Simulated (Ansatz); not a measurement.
This run works on a generated trial structure, not on a known crystal.

Input and command of a plane-wave DFT calculation in Ansatz:

```yaml
crystal:
  lattice:
    - [4.51849748, 0.0, 0.0]
    - [0.0, 4.51849748, 0.0]
    - [0.0, 0.0, 9.65787384]
  atoms:
    - { symbol: Mg, position: [0.0, 0.5, 0.25048798] }
    - { symbol: Mg, position: [0.0, 0.5, 0.74951202] }
    - { symbol: Mg, position: [0.5, 0.0, 0.25048798] }
    - { symbol: Mg, position: [0.5, 0.0, 0.74951202] }
    - { symbol: Mg, position: [0.0, 0.0, 0.0] }
    - { symbol: Te, position: [0.0, 0.0, 0.5] }
    - { symbol: Te, position: [0.5, 0.5, 0.0] }
    - { symbol: Te, position: [0.5, 0.5, 0.5] }
basis:
  ecutwfc: 420
kpoints:
  mp_grid: { grid: [4, 4, 2] }
hamiltonian:
  xc: pbe
scf:
  occupations: { method: gaussian, width: 0.2 }
  lower_state_search: "off"
output:
  forces: true
  stress: true
  eigenvalues: true
relax:
  adjacent_minimum: "off"
  f_tol: 0.08
  max_steps: 16
  cell: { stress_tol: 0.8 }
```

```bash
ansatz run input.yaml --threads 1 --pin off --max-ram 2560MiB --backend cpu --events-out ev --progress --plain --runs-dir out
```

Processor: Intel(R) Xeon(R) Platinum 8259CL CPU @ 2.50GHz (Skylake/Cascade Lake), 1 thread, on a host shared with other jobs.

Task: Estimate time, memory and problem size.

Result: About 82 s, peak memory 0.54 GiB. It solves 59 bands at 12 k points (after reduction by symmetry) with about 4019 plane waves (on the last cell), in 55 SCF iterations over 8 ionic steps.
